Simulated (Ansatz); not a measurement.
Elastic constants of Cs$_{3}$SCl at 1.3 GPa (stress–strain coefficients): input and output

The calculation used Ansatz, DFT PBEsol, scalar-relativistic, plane waves, PAW.

Launched with:
```bash
ansatz run input.yaml --threads 1 --pin off --max-ram 1228MiB --backend cpu --events-out ev --progress --plain --runs-dir out
```

Input (bare energies are in eV):
```yaml
crystal:
  lattice:
    - [6.0799, 0.0, 0.0]
    - [0.0, 6.0799, 0.0]
    - [0.0, 0.0, 6.0799]
  atoms:
    - { symbol: S, position: [0.0, 0.0, 0.0] }
    - { symbol: Cl, position: [0.5, 0.5, 0.5] }
    - { symbol: Cs, position: [0.5, 0.5, 0.0] }
    - { symbol: Cs, position: [0.5, 0.0, 0.5] }
    - { symbol: Cs, position: [0.0, 0.5, 0.5] }
basis:
  ecutwfc: 420
kpoints:
  mp_grid: { grid: [6, 6, 6] }
hamiltonian:
  xc: pbesol
scf:
  occupations: { method: fixed }
output:
  forces: true
  stress: true
  eigenvalues: true
elastic:
  mode: relaxed_ion
  stencil: two_point
```

From the output:
```
--- Elastic constants: 2 strain directions × 2 members + reference (group order 48) ---
  dense FFT box of the reference and of every strained cell: 45×45×45
  strains applied: 11, 23; error gains: componentwise 1.00 (the most a stress slope's error grows in a printed constant), spectral 1.73 (1 for all six strains in a standard setting)
  C = ∂σ_k/∂η_j (tension-positive GPa; Voigt order 11 22 33 23 13 12):
        51.374      2.310      2.310     -0.000     -0.000     -0.000
         2.310     51.374      2.310     -0.000     -0.000     -0.000
         2.310      2.310     51.374     -0.000     -0.000     -0.000
         0.000      0.000     -0.000     -0.838      0.000     -0.000
         0.000      0.000     -0.000     -0.000     -0.838     -0.000
         0.000     -0.000      0.000     -0.000     -0.000     -0.838
  reference stress σ⁰ (GPa):     -1.276     -1.276     -1.276     -0.000     -0.000      0.000
  C* (energy form; C + prestress term) asymmetry max|C*_kj − C*_jk| = 1.554e-15 GPa — a small one proves nothing (zero by symmetry where the batch's group is 432, −43m or m−3m); a large one is finite-difference/SCF noise where every solve ...
  moduli (Voigt/Reuss/Hill, GPa): K = 18.66/18.66/18.66   G = 9.31/-1.43/3.94   E = 11.05   ν = 0.401
  mechanically stable: NO (min eigenvalue of sym C = -0.84 GPa)
  strain η (Voigt 11):  stress-route row diagonal C_11 = 51.37 GPa, energy-path curvature d²(F+E_count+ΔE)/dδ²/Ω₀ = 51.37 GPa
         δ    σ_11 (GPa) F (eV) n_scf n_hpsi n_pw
    -2.000e-3      -1.3800      -18708.3729843       9   19987   4416   relax 0 steps, max|allowed force component| 1.38e-30 eV/Å
     2.000e-3      -1.1745      -18708.3801469       7   17378   4436   relax 0 steps, max|allowed force component| 3.67e-30 eV/Å
  strain η (Voigt 23):  stress-route row diagonal C_44 = -0.84 GPa, energy-path curvature d²(F+E_count+ΔE)/dδ²/Ω₀ = -0.20 GPa
         δ    σ_23 (GPa) F (eV) n_scf n_hpsi n_pw
    -2.000e-3       0.0017      -18708.3767103       9   25911   4416   relax 0 steps, max|allowed force component| 5.05e-30 eV/Å
     2.000e-3      -0.0017      -18708.3767103       7   21247   4416   relax 0 steps, max|allowed force component| 6.31e-31 eV/Å
```

The cell is the ideal cubic antiperovskite prototype; whether it is the stable structure of this composition wasn't checked.

As the tensor has a negative eigenvalue, the Reuss and Hill moduli of a polycrystal, and E and ν formed from them, have no physical meaning here.